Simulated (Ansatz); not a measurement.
A distorted cell of Nb3Au (A15, Cr3Si type):

```
CELL_PARAMETERS angstrom
     10.27811     0.00000     0.00000
      5.13905     5.13905     0.00000
      0.00000     0.00000     5.13905
ATOMIC_POSITIONS crystal
  Nb 0.12500 0.25000 0.00000
  Nb 0.62500 0.25000 0.00000
  Nb 0.87500 0.75000 0.00000
  Nb 0.37500 0.75000 0.00000
  Nb 0.12500 0.00000 0.49491
  Nb 0.62500 0.00000 0.50509
  Nb 0.37500 0.00000 0.50509
  Nb 0.87500 0.00000 0.49491
  Nb 0.75524 0.48953 0.25000
  Nb 0.24476 0.51047 0.25000
  Nb 0.74476 0.51047 0.75000
  Nb 0.25524 0.48953 0.75000
  Au 0.00000 0.50000 0.50000
  Au 0.50000 0.50000 0.50000
  Au 0.00000 0.00000 0.98930
  Au 0.50000 0.00000 0.01070
```

Calculation: LDA (plane waves to 420 eV, PAW, scalar-relativistic; Ansatz, a quantum-chemistry and plane-wave program). k mesh 9×9×9 (Γ-centred), Fermi-Dirac smearing 0.05 eV. Stress and pressure are positive under compression. With partly filled bands, energies and forces of such displacements shift with the k mesh and the smearing. Nb3Au is run without spin polarisation. Nb3Au was relaxed with its symmetry unable to fall. Spin-orbit coupling is left out, though Au is heavy.

Predict the force on every atom, in eV/Å.


```
atom      Fx      Fy      Fz
----  ------  ------  ------
Nb1    0.000   0.004   0.000
Nb2    0.000   0.004   0.000
Nb3    0.000  -0.004   0.000
Nb4    0.000  -0.004   0.000
Nb5   -0.022   0.000  -0.003
Nb6   -0.022   0.000   0.003
Nb7    0.022   0.000   0.003
Nb8    0.022   0.000  -0.003
Nb9    0.000   0.037   0.005
Nb10   0.000  -0.037   0.005
Nb11   0.000  -0.037  -0.005
Nb12   0.000   0.037  -0.005
Au13   0.000   0.000   0.000
Au14   0.000   0.000   0.000
Au15   0.000   0.000  -0.073
Au16   0.000   0.000   0.073
```

(For displaced atoms, the force is minus the slope of the energy, and its curvature is a force constant, which sets phonon frequencies.)
